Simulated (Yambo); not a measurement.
Yambo run on CaCd$_{2}$P$_{2}$ (space group P-3m1, No. 164). The wavefunctions are norm-conserving LDA (Quantum ESPRESSO, 102 Ry, scalar-relativistic) ones on a 3×3×2 mesh (30 occupied bands); a = b = 4.292 Å, c = 7.055 Å, α = β = 90.00°, γ = 120.00°.

Yambo input:

```
rim_cut
gw0
dyson
el_el_corr
HF_and_locXC
ppa
em1d
RandQpts= 1000000
RandGvec= 1 Ry
FFTGvecs= 30 Ry
EXXRLvcs= 102 Ry
VXCRLvcs= 408 Ry
Chimod= "HARTREE"
% BndsRnXp
 10 | 217 |
%
NGsBlkXp= 8 Ry
% LongDrXp
 1.0 | 1.0 | 1.0 |
%
PPAPntXp= 27.2114 eV
% GbndRnge
 1 | 217 |
%
GTermKind= "BG"
DysSolver= "n"
ExtendOut
% QPkrange
 1 | 1 | 30 | 31 |
%
```

k points by index: 1 = Γ.

Resulting energies as the program prints them:

```
#    K-point    Band    Eo [eV]    E [eV]    E-Eo [eV]    Vxc [eV]    Vnlxc [eV]    Sc|Eo [eV]    Sc|E [eV]    dSc/dw|Eo [eV]    Re(Z)    Im(Z)
#
    1    30    0.000000    -0.533797    -0.533797    -13.09638    -14.91546    1.133936    1.285285    -7.714192    0.779122    -0.001460
    1    31    0.657329    0.870634    0.213305    -10.93778    -6.619052    -4.049516    -4.105420    -7.127918    0.792424    -0.001405
```
(The two width columns are left out.) Convergence of these settings isn't established.

Spin-orbit coupling is not included.

Geometry of the Materials Project entry, not relaxed at this level.
